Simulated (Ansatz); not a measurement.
All numbers below come from DFT PBE, scalar-relativistic, plane waves, PAW in Ansatz. Settings: cutoff 420 eV, Γ-centred meshes spaced at most about 0.3 Å⁻¹, and about 0.25 Å⁻¹ or finer for metals (2π included), Gaussian smearing. No spin polarisation in the final relaxations.

All energies are static (0 K, no zero-point motion). All come from trial cells, and lower structures may exist.

**Question.** These unrelaxed guesses for ReP₂ are each relaxed within their symmetry. Order them by the energy at which they end, lowest first.
A.

```
CELL_PARAMETERS angstrom
3.69875 0.00000 0.00000
0.00000 3.69875 0.00000
0.00000 0.00000 4.87586
ATOMIC_POSITIONS crystal
Re 0.00000 0.00000 0.62765
P 0.00000 0.50000 0.91918
P 0.50000 0.00000 0.91918
```

B.

```
CELL_PARAMETERS angstrom
3.50547 0.00000 0.00000
-1.75274 3.03583 0.00000
0.00000 0.00000 5.51072
ATOMIC_POSITIONS crystal
Re 0.00000 0.00000 0.50000
P 0.00000 0.00000 0.20789
P 0.00000 0.00000 0.79211
```

**Answer.** A (ends in P4/mmm, 0 meV/atom), B (ends in P6/mmm, 126 meV/atom). Even the lowest end lies +0.44 eV/atom against the elements.

These runs have no spin–orbit coupling, which can matter for Re. Cells relaxed within their symmetry can be saddle points. Some types were kept out of the candidates beforehand, so the set may lack a known form.
